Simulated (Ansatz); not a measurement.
# Energy against volume for Li (bcc, W type)

Li (bcc, W type)

```
CELL_PARAMETERS angstrom
     -1.73873     1.73873     1.73873
      1.73873    -1.73873     1.73873
      1.73873     1.73873    -1.73873
ATOMIC_POSITIONS crystal
  Li 0.00000 0.00000 0.00000
```

The volume is varied about the relaxed value V₀ at fixed cell shape. Symmetry pins the atoms to their sites.

Calculation: r2SCAN (plane waves to 500 eV, PAW, scalar-relativistic; Ansatz, a program for electronic structure). k mesh 19×19×19 (Γ-centred), Fermi-Dirac smearing 0.05 eV. E stands for the smeared free energy. Compression counts positive. Li was relaxed with its symmetry unable to fall. ΔE is measured from the relaxed starting cell.

```
V (Å³/atom)  ΔE (meV/atom)  P (GPa)
-----------  -------------  -------
17.662                  28      3.0
18.335                  17      2.2
19.007                   9      1.6
19.680                   4      1.0
20.353                   1      0.4
21.026                   0      0.0
21.699                   1     -0.4
22.372                   3     -0.7
23.044                   7     -1.0
23.717                  12     -1.3
24.390                  18     -1.5
```

Key numbers:

```yaml
pressure_at_the_smallest_volume: 3.0 GPa
energy_cost_of_the_largest_compression: 28 meV/atom
energy_cost_of_the_largest_expansion: 18 meV/atom
Bulk modulus B₀ (third-order Birch-Murnaghan fit): 13.1 GPa
Pressure derivative B₀′ (fit): 3.3
equilibrium_volume_of_the_fit: 21.03 Å³/atom
Pressure for 5 % compression (fit): 0.7 GPa
```

(A scan under strain: stresses follow from slopes of the energy per volume, elastic moduli from its curvatures.)
